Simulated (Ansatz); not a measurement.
Consider the following.

ZrNi3:
```cif
data_Ni6Zr2
_chemical_formula_sum 'Zr2 Ni6'
_space_group_name_H-M_alt 'P63/mmc'
_space_group_IT_number 194
_space_group_name_Hall '-P 6c 2c'
_cell_length_a 5.26679
_cell_length_b 5.26679
_cell_length_c 4.26967
_cell_angle_alpha 90.000
_cell_angle_beta 90.000
_cell_angle_gamma 120.000
loop_
_atom_site_label
_atom_site_type_symbol
_atom_site_symmetry_multiplicity
_atom_site_Wyckoff_symbol
_atom_site_fract_x
_atom_site_fract_y
_atom_site_fract_z
_atom_site_occupancy
Zr1 Zr 2 c 0.33333 0.66667 0.25000 1
Ni1 Ni 6 h 0.31055 0.15527 0.25000 1
```

This is the r²SCAN-relaxed structure.

Task: All from r²SCAN (plane waves, PAW; program Ansatz), unless another level is named. Estimate the formation energy from the elements (no fitted shifts).

Result: -0.45 eV/atom.

Task: Predict the density of states at the Fermi level.

Result: 0.30 states/eV per atom (mean over ±0.08 eV).

Space group P6_3/mmc. The workflow started from a Materials Project entry (that database holds measured and hypothetical structures alike); the Crystallography Open Database files this formula in space group No. 194, but the cells were not matched. Its standing as an ambient phase is unchecked. The cell was relaxed with r²SCAN under the symmetry of its start; its stability against distortions is not shown here. The run is not spin-polarised. The references are the lowest solids computed at this level, not always the standard phases. Spin–orbit coupling is left out wherever it is not named.

Potentials: the later of the program's two PAW sets.
